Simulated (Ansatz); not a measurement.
LiNi2P2 in space group I4/mmm (No. 139; Li on 2a, P on 4e, Ni on 4d), plane-wave PAW PBE (Ansatz code), all energies at zero smearing, with the estimated change up to a 700 eV cutoff added, with one set of potentials and settings (totals compare only within such a set). Cell of 5 atoms (1 Li, 2 P, 2 Ni): -13398.589 eV.

```json
[
 {"element": "Li", "reference phase": "Fm-3m, 1 atoms in the cell", "E (eV/atom)": "-204.6902"},
 {"element": "P", "reference phase": "Cmce, 4 atoms in the cell", "E (eV/atom)": "-755.6743"},
 {"element": "Ni", "reference phase": "Fm-3m, 1 atoms in the cell, spin-polarised", "E (eV/atom)": "-5839.7239"}
]
```

Formation energy per atom, worked out: (-13398.589 − 1×(-204.6902) − 2×(-755.6743) − 2×(-5839.7239))/5 = -0.620 eV/atom (-60 kJ per mol of atoms), at 0 K, without zero-point energy or fitted corrections.

The workflow started from an entry of the Crystallography Open Database (COD). Its standing as an ambient phase is unchecked. The PBE relaxation kept the symmetry of its start; whether a distortion lowers the energy is not shown. The workflow began spin-polarised and lost its moments. The references are the lowest solids computed at this level, not always the standard phases.

Potentials: the later of the program's two PAW sets.
